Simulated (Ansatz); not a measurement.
A crystal relaxed with r2SCAN in Ansatz 0.2.0 has space group R-3m:H (No. 166) and a = 4.283 Å, c = 20.933 Å.

| atom | site | x | y | z |
| --- | --- | --- | --- | --- |
| Cl | 3a | 0.0000 | 0.0000 | 0.0000 |
| I | 3b | 0.6667 | 0.3333 | 0.8333 |
| Xx | 6c | 0.3333 | 0.6667 | 0.9270 |

The r2SCAN gap is direct at Γ: 3.87 eV. PBE gives a direct gap of 3.20 eV at Γ. Meshes: r2SCAN 8×8×8, PBE 8×8×8.

Q: Which element is Xx?
A. Cs
B. Li
C. Na
D. Rb

A: C. Xx is Na: Na2ICl, ordered on the rocksalt lattice (R-3m) with 4 atoms a cell. Cl is surrounded by 6 Na at 2.91 Å; I is surrounded by 6 Na at 3.16 Å; Na is surrounded by 3 Cl at 2.91 Å and 3 I at 3.16 Å.

Note: simulated data, non-magnetic, for a generated structure that need not be the stable one.

No spin-orbit coupling is included; it can move band edges with weight on the heavy atoms by tenths of an eV.
